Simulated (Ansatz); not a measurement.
## Computed frozen-phonon scan: CaO (rock salt)

Starting cell, CaO (rock salt):

```xyz
4
Lattice="0.0000 4.7948 4.7948 2.3974 2.3974 4.7948 2.3974 2.3974 0.0000" Properties=species:S:1:pos:R:3 pbc="T T T"
O      0.0000     0.0000     0.0000
O      2.3974     4.7948     2.3974
Ca     2.3974     2.3974     2.3974
Ca     2.3974     4.7948     4.7948
```

The atoms are displaced by Q × the pattern below (from a DFPT mode at X = (0.5, 0.5, 0.0), largest move 1; Q in Å), at fixed cell. (q is in reciprocal vectors of the primitive cell; the cell shown is doubled to hold the pattern.)

```json
[
 {"atom": "O1", "x": "0.000", "y": "0.000", "z": "-1.000"},
 {"atom": "O2", "x": "0.000", "y": "0.000", "z": "1.000"},
 {"atom": "Ca3", "x": "0.000", "y": "0.000", "z": "-0.196"},
 {"atom": "Ca4", "x": "0.000", "y": "0.000", "z": "0.196"}
]
```

These are r2SCAN (plane waves to 500 eV, PAW, scalar-relativistic; Ansatz, an electronic-structure program) values and carry that method's errors. k mesh 12×12×12 (Γ-centred), Fermi-Dirac smearing 0.05 eV. Energies are smeared free energies. Stress and pressure are positive under compression. CaO was relaxed with its symmetry unable to fall. The zero of ΔE is the undisplaced structure.

| Q (Å) | ΔE (meV/cell) | −dE/dQ from forces (eV/Å) | P (GPa) |
|---|---|---|---|
| -0.180 | 334 | 3.749 | 0.55 |
| -0.150 | 231 | 3.105 | 0.37 |
| -0.120 | 148 | 2.471 | 0.24 |
| -0.090 | 83 | 1.846 | 0.13 |
| -0.060 | 37 | 1.227 | 0.06 |
| -0.030 | 9 | 0.613 | 0.02 |
| 0.000 | 0 | 0.000 | 0.00 |
| 0.030 | 9 | -0.613 | 0.02 |
| 0.060 | 37 | -1.227 | 0.06 |
| 0.090 | 83 | -1.846 | 0.13 |
| 0.120 | 148 | -2.471 | 0.24 |
| 0.150 | 231 | -3.105 | 0.37 |
| 0.180 | 334 | -3.749 | 0.55 |

Read from the data:

The energy at Q = 0.180 Å is 334 meV/cell. Space group of the distorted cell: P4/nmm (No. 129), lowered from Fm-3m. Symmetry of the curve: even: the same for both signs. Shape of the curve: a single well with its minimum at or next to zero displacement. Harmonic wavenumber from the curvature (finite differences): 398 cm⁻¹. Wavenumber by perturbation theory (DFPT, on another k mesh): 398 cm⁻¹.

(A displaced cell: forces are minus the slopes of the energy, force constants its curvatures, and phonons follow from these.)
